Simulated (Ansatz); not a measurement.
## Frozen-phonon scan for Ti (hcp, Mg type)

Relaxed Ti (hcp, Mg type):

```xyz
2
Lattice="2.9391 0.0000 0.0000 -1.4696 2.5454 0.0000 0.0000 0.0000 4.6501" Properties=species:S:1:pos:R:3 pbc="T T T"
Ti     0.0000     1.6969     3.4876
Ti     1.4696     0.8485     1.1625
```

The atoms are displaced by Q × the pattern below (from a DFPT mode at Γ, largest move 1; Q in Å), at fixed cell. It is one choice among 2 degenerate patterns.

| atom | x | y | z |
|---|---|---|---|
| Ti1 | 0.000 | -1.000 | 0.000 |
| Ti2 | 0.000 | 1.000 | 0.000 |

The numbers are results of PBE (plane waves to 420 eV, PAW, scalar-relativistic; Ansatz, a quantum-chemistry and plane-wave program), not measurements. k mesh 18×18×10 (Γ-centred), Fermi-Dirac smearing 0.05 eV. E stands for the smeared free energy. With partly filled bands, energies and forces of such displacements shift with the k mesh and the smearing. Ti is run without spin polarisation. Ti was relaxed with its symmetry unable to fall. The zero of ΔE is the undisplaced structure.

```json
[
 {"Q (Å)": "-0.100", "ΔE (meV/cell)": "30.6", "−dE/dQ from forces (eV/Å)": "0.590"},
 {"Q (Å)": "-0.083", "ΔE (meV/cell)": "21.4", "−dE/dQ from forces (eV/Å)": "0.506"},
 {"Q (Å)": "-0.067", "ΔE (meV/cell)": "13.7", "−dE/dQ from forces (eV/Å)": "0.411"},
 {"Q (Å)": "-0.050", "ΔE (meV/cell)": "7.7", "−dE/dQ from forces (eV/Å)": "0.310"},
 {"Q (Å)": "-0.033", "ΔE (meV/cell)": "3.4", "−dE/dQ from forces (eV/Å)": "0.206"},
 {"Q (Å)": "-0.017", "ΔE (meV/cell)": "0.9", "−dE/dQ from forces (eV/Å)": "0.102"},
 {"Q (Å)": "0.000", "ΔE (meV/cell)": "0.0", "−dE/dQ from forces (eV/Å)": "0.000"},
 {"Q (Å)": "0.017", "ΔE (meV/cell)": "0.8", "−dE/dQ from forces (eV/Å)": "-0.100"},
 {"Q (Å)": "0.033", "ΔE (meV/cell)": "3.3", "−dE/dQ from forces (eV/Å)": "-0.196"},
 {"Q (Å)": "0.050", "ΔE (meV/cell)": "7.4", "−dE/dQ from forces (eV/Å)": "-0.288"},
 {"Q (Å)": "0.067", "ΔE (meV/cell)": "12.9", "−dE/dQ from forces (eV/Å)": "-0.376"},
 {"Q (Å)": "0.083", "ΔE (meV/cell)": "19.8", "−dE/dQ from forces (eV/Å)": "-0.457"},
 {"Q (Å)": "0.100", "ΔE (meV/cell)": "28.1", "−dE/dQ from forces (eV/Å)": "-0.531"}
]
```

Derived quantities:

```
Item                                                                                                                 Result
-----------------------------------------------------------  --------------------------------------------------------------
Energy at Q = 0.100 Å                                                                                         28.1 meV/cell
Space group of the distorted cell                                                      Cmcm (No. 63), lowered from P6_3/mmc
Symmetry of the curve                                                   not even: the negative side lies higher at ±0.100 Å
Shape of the curve                                           a single well with its minimum at or next to zero displacement
Harmonic wavenumber from the curvature (finite differences)                                                        131 cm⁻¹
Wavenumber by perturbation theory (DFPT, on another k mesh)                                                        131 cm⁻¹
```

(A displaced cell: forces are minus the slopes of the energy, force constants its curvatures, and phonons follow from these.)
